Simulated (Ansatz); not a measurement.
This cell of P (black-P type, space group Cmce) is off equilibrium:

```yaml
crystal:
  lattice:
    - [1.65930, -5.37204, 0.00000]
    - [1.65930, 5.37204, 0.00000]
    - [0.00000, 0.00000, 4.48882]
  atoms:
    - { symbol: P, position: [0.40158, 0.59842, 0.58604] }
    - { symbol: P, position: [0.59842, 0.40158, 0.41396] }
    - { symbol: P, position: [0.90158, 0.09842, 0.91396] }
    - { symbol: P, position: [0.09842, 0.90158, 0.08604] }
```

These are r2SCAN+rVV10 (plane waves to 500 eV, PAW, scalar-relativistic; Ansatz, a first-principles code) values and carry that method's errors. k mesh 10×10×8 (Γ-centred), Fermi-Dirac smearing 0.05 eV. E stands for the smeared free energy. Compression counts positive. P was relaxed with its symmetry unable to fall. The PAW data are Ansatz's earlier set.

**Question.** Give the stress tensor in GPa and the pressure.

**Answer.** 
```
   -1.2      0.0      0.0
    0.0     -0.2      0.0
    0.0      0.0     -0.5
```
The pressure, a third of the trace, is -0.6 GPa.

**Question.** It is the relaxed cell scaled evenly to V/V₀ = 1.015, atoms relaxed where free. What is its energy relative to the relaxed cell?

**Answer.** 1 meV/atom.

(Under strain, the slope of the energy per volume gives the stress and its curvature an elastic modulus.)
